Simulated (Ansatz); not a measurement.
BaO (rock salt)

```
CELL_PARAMETERS angstrom
      0.00000     2.78671     2.78671
      2.78671     0.00000     2.78671
      2.78671     2.78671     0.00000
ATOMIC_POSITIONS crystal
  O  0.00000 0.00000 0.00000
  Ba 0.50000 0.50000 0.50000
```

The slice is a {111} plane (indices of the conventional cell) through the point (0.500, 0.500, 0.500) (fractional), spanned by u = [100] and v = [-1 2 0] in vectors of this cell: u (3.94 Å) and v (6.83 Å, at 90° to u). It covers one period; positions are fractions (u, v).

Level of theory: PBE (plane waves to 420 eV, PAW, scalar-relativistic; Ansatz, a first-principles code). k mesh 10×10×10. These are valence fields of a PAW run, semicore shells included where kept as valence: close to a nucleus they are smooth pseudo fields. BaO was relaxed with its symmetry unable to fall.

Q: Predict the map of the valence electron density on the slice.

A: 
```
|*%@@%+:   :+%@@%|
|@@@@#=:   :=#@@@|
|@@@#+-.   .-+#@@|
|%%#+-:     :-+#%|
|++=-.       .-=+|
|-::.         .::|
|..     ...     .|
|     .::-::.    |
|    .-=+++=-.   |
|   :-+#%%%#+-:  |
|  .-+#@@@@@#+-. |
|  :=#@@@@@@@#=: |
|  :+%@@%*%@@%+: |
|  :+%@@*=*@@%+: |
|  :+%@@%*%@@%+: |
|  :=#@@@@@@@#=: |
|  .-+#@@@@@#+-. |
|   :-+#%%%#+-:  |
|    .-=+++=-.   |
|     .::-::.    |
|..     ...     .|
|-::.         .::|
|++=-.       .-=+|
|%%#+-:     :-+#%|
|@@@#+-.   .-+#@@|
|@@@@#=:   :=#@@@|
|*%@@%+:   :+%@@%|
|=*@@%+:   :+%@@*|
```
Scale: ten equal steps from -1.36 (start of ' ') to 0.15 (end of '@'), in the order ' .:-=+*#%@'. Values: log₁₀ of the valence density in e/Å³. The map has 16 points along u (one character each, u = 0 at the left) and 28 along v (v = 0 in the bottom row). The scale is logarithmic, as a density can span decades between atoms and voids.
